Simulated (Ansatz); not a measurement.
Values for one crystal, relaxed and computed with the program Ansatz at the r²SCAN level (PAW); other levels are named.

```yaml
volume_per_atom: 32.66 Å³
band_gap: 2.63 eV (direct)
conduction_band_minimum: at L (4 equivalent valleys)
hole_effective_mass: 0.62 mₑ (isotropic)
Gap with spin–orbit coupling: 2.62 eV
Hole effective mass with spin–orbit coupling: 0.62 mₑ (isotropic)
HSE06 gap on the r²SCAN cell: 3.47 eV
```

Q: Which of these materials gives this?
A) Rb2ScInCl6, Fm-3m (Rb on 8c, Sc on 4a, In on 4b, Cl on 24e)
B) InF3, R-3c (In on 6b, F on 18e)
C) Rb2H4Pt, P4_2/mnm (Rb on 4d, H on 4e, H on 4f, Pt on 2a)
D) Cs2PdBr6, Fm-3m (Cs on 8c, Pd on 4a, Br on 24e)

A: A, Rb2ScInCl6, Fm-3m (Rb on 8c, Sc on 4a, In on 4b, Cl on 24e)

The first step of the workflow began from a Materials Project structure, measured or hypothetical; the Crystallography Open Database copy checked does not list it. Its standing as an ambient phase is unchecked. Symmetry was held in the r²SCAN relaxation; its stability against distortions is not shown here. No spin polarisation was allowed. Scalar-relativistic: spin–orbit coupling is off unless named, which matters more the heavier the elements.

Potentials: the later of the program's two PAW sets.
